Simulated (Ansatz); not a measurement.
Given:

Zn (hcp (Mg type), P6_3/mmc), a = 2.596 Å, b = 2.596 Å, c = 4.980 Å, α = 90.00°, β = 90.00°, γ = 120.00°.

This is the r²SCAN-relaxed structure.

Problem. All from r²SCAN in the plane-wave PAW code Ansatz, unless another level is named. Predict the highest zone-centre frequency.

Solution. 3.83 THz.

Problem. And the bulk modulus (Birch–Murnaghan fit)?

Solution. 68.7 GPa.

Symmetry was held in the r²SCAN relaxation; of distortions, only those at the zone centre were tested. As this level gives no gap, phonon frequencies hold no LO–TO term and depend on the k-mesh and smearing (Fermi–Dirac, 0.1 eV here). Axis ratios of metals converge slowly with the k-mesh, so a and c are less sure than the volume.

Potentials: the later of the program's two PAW sets.
